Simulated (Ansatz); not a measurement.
CdF₂:
```
CELL_PARAMETERS angstrom
      0.00000     2.69201     2.69201
      2.69201     0.00000     2.69201
      2.69201     2.69201     0.00000
ATOMIC_POSITIONS crystal
  Cd 0.00000 0.00000 0.00000
  F  0.25000 0.25000 0.25000
  F  0.75000 0.75000 0.75000
```

Relaxed with PBEsol. Special points in fractions of this cell's reciprocal vectors: Γ (0.000, 0.000, 0.000); X (0.500, 0.000, 0.500); U (0.625, 0.250, 0.625); K (0.375, 0.375, 0.750); L (0.500, 0.500, 0.500); W (0.500, 0.250, 0.750).

Task: List the band energies nearest the valence-band maximum at these points for DFT-PBEsol in the program Ansatz with PAW potentials.

Result: In eV from the valence-band maximum; about four levels below and three above (degenerate sets whole), none deeper than 8.9 eV; … stands for higher levels left out; points with the same levels are listed once.

| k | below | above |
|---|---|---|
| Γ | -1.00 -1.00 -1.00 -0.49 -0.49 -0.49 | 2.94 … |
| X | -3.02 -3.02 -0.53 -0.09 -0.09 | 7.92 9.51 … |
| U | -2.34 -0.98 -0.36 -0.20 | 7.88 10.60 … |
| L | -1.89 -1.89 -0.39 -0.39 | 7.09 8.98 … |
| W | -1.56 -1.56 -0.62 0.00 | 7.99 11.30 … |

Space group Fm-3m (fluorite). Symmetry was held in the PBEsol relaxation. Spin–orbit coupling is left out wherever it is not named.

Potentials: the earlier of the program's two PAW sets. The files were generated under PBE; for other functionals the program regenerates the frozen cores, and for LDA and PBEsol the local potential too.
